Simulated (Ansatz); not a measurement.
GaAs (CsCl type, Pm-3m) under volume change, the program Ansatz at the PBE level (PAW), scaled uniformly.

| V (Å³/atom) | E − E(relaxed) (meV/atom) | P (GPa) |
|---|---|---|
| 17.472 | 36.6 | 7.35 |
| 18.048 | 15.4 | 4.53 |
| 18.624 | (withheld) | (withheld) |
| 19.200 | 0.0 | 0.00 |
| 19.776 | 3.3 | -1.75 |
| 20.352 | (withheld) | (withheld) |
| 20.928 | 25.9 | -4.40 |

Problem. What belongs in the gaps?

Solution. 
- 18.624, E − E(relaxed) (meV/atom): 3.6
- 18.624, P (GPa): 2.08
- 20.352, E − E(relaxed) (meV/atom): 12.2
- 20.352, P (GPa): -3.18

Problem. What does a third-order Birch–Murnaghan fit give for V₀, B₀ and B′?

Solution. V₀ = 19.20 Å³/atom, B₀ = 62.7 GPa, B′ = 4.6.

A made-up cell: these elements were put on the sites of a structure type; neither database checked (COD, Materials Project) lists it. It is not the phase usual at ambient conditions (space group No. 216). Symmetry was held in the PBE relaxation; of distortions, only those at the zone centre were tested. Scalar-relativistic: spin–orbit coupling is off unless named, which matters more the heavier the elements.

Potentials: the later of the program's two PAW sets.
